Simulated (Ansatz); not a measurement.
SiGe:
```
CELL_PARAMETERS angstrom
     -1.96282     1.96282    13.88862
      1.96282    -1.96282    13.88862
      1.96282     1.96282   -13.88862
ATOMIC_POSITIONS crystal
  Si 0.90359 0.90359 0.00000
  Si 0.45168 0.95168 0.50000
  Si 0.50000 0.50000 0.00000
  Si 0.04832 0.54832 0.50000
  Si 0.09641 0.09641 0.00000
  Ge 0.64626 0.14626 0.50000
  Ge 0.69824 0.69824 0.00000
  Ge 0.25000 0.75000 0.50000
  Ge 0.30176 0.30176 0.00000
  Ge 0.85374 0.35374 0.50000
```

DFT-r²SCAN in the program Ansatz with PAW potentials gives a gap of 0.52 eV without spin–orbit coupling, maximum at Γ, minimum at Γ.

Task: What happens when spin–orbit coupling is switched on?

Result: The gap drops by 0.06 eV, to 0.46 eV; maximum at Γ, minimum at Γ.

Task: Give the electron effective mass with spin–orbit coupling.

Result: 0.19, 0.19, 1.7 mₑ (principal values).

Task: Give the hole effective mass with spin–orbit coupling.

Result: 0.13, 0.13, 0.23 mₑ (principal values).

Space group I-4m2. The start of the workflow was typed in or built on a structure type; neither database checked (COD, Materials Project) lists it. Whether it is the stable phase at ambient conditions was not checked. Symmetry was held in the r²SCAN relaxation; its stability against distortions is not shown here.

Potentials: the later of the program's two PAW sets.
